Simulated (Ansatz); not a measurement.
**SiPb$_{2}$: clamped-ion elastic tensor**

All numbers below come from DFT PBE, scalar-relativistic, plane waves, PAW (Ansatz). Settings: 420 eV plane-wave cutoff, Γ-centred 10×10×10 mesh, Fermi-Dirac smearing of 0.15 eV. No spin polarisation.

Equilibrium structure at this level:
```
Si Pb
1.0
     0.00000    3.55856    3.55856
     3.55856    0.00000    3.55856
     3.55856    3.55856    0.00000
Si Pb
1 2
Direct
  0.00000 0.00000 0.00000
  0.75000 0.75000 0.75000
  0.25000 0.25000 0.25000
```

The cell was built by swapping an element in a database structure (itself possibly hypothetical) and relaxing; it need not be the stable form of this composition. In a metal, frequencies and elastic constants depend on the k mesh and the smearing, soft modes and shear constants most. Spin–orbit coupling is left out, which can shift energies with elements as heavy as these.

Q: Give the clamped-ion elastic constants (GPa, Voigt order xx yy zz yz xz xy, on the axes of the cell above).

A:
```
55.7 33.8 33.8  0.0  0.0  0.0
33.8 55.7 33.8  0.0  0.0  0.0
33.8 33.8 55.7  0.0  0.0  0.0
 0.0  0.0  0.0  7.6  0.0  0.0
 0.0  0.0  0.0  0.0  7.6  0.0
 0.0  0.0  0.0  0.0  0.0  7.6
```